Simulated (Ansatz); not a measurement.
## HfC: clamped-ion strain scan

All numbers below come from Ansatz, DFT PBEsol, scalar-relativistic, plane waves, PAW. Settings: plane waves to 420 eV, k-mesh 18×18×18 (Γ-centred), Gaussian smearing 0.15 eV. Spin–orbit coupling is left out, which can shift energies with elements as heavy as these. No spin polarisation. Energies are free energies at this smearing, counted from the undisturbed cell; pressure is positive in compression.

The starting cell (as given, not relaxed at this level; it stands at -6.5 GPa):

```xyz
2
Lattice="0.0000 2.3250 2.3250 2.3250 0.0000 2.3250 2.3250 2.3250 0.0000" Properties=species:S:1:pos:R:3 pbc="T T T"
Hf    2.3250    2.3250    2.3250
C     0.0000    0.0000    0.0000
```

The cell is strained by ε times the Voigt pattern (0, 1, 0, 0, 0, 0) (xx, yy, zz, yz, xz, xy; engineering shear) with fractional coordinates fixed. The cell is metallic on the mesh throughout.

```
      ε  ΔE (meV/atom) stress summed along the pattern (GPa, tension positive) pressure (GPa)
-0.1000          221.4                                                   -76.04            28.3
-0.0750          101.2                                                   -47.60            16.8
-0.0500           30.9                                                   -24.94             7.4
-0.0250            0.1                                                    -7.23            -0.3
 0.0000            0.0                                                     6.53            -6.5
 0.0250           23.6                                                    16.97           -11.5
 0.0500           64.7                                                    24.59           -15.4
 0.0750          118.5                                                    29.95           -18.4
 0.0875          148.9                                                    31.94           -19.6
 0.1000          181.0                                                    33.55           -20.6
```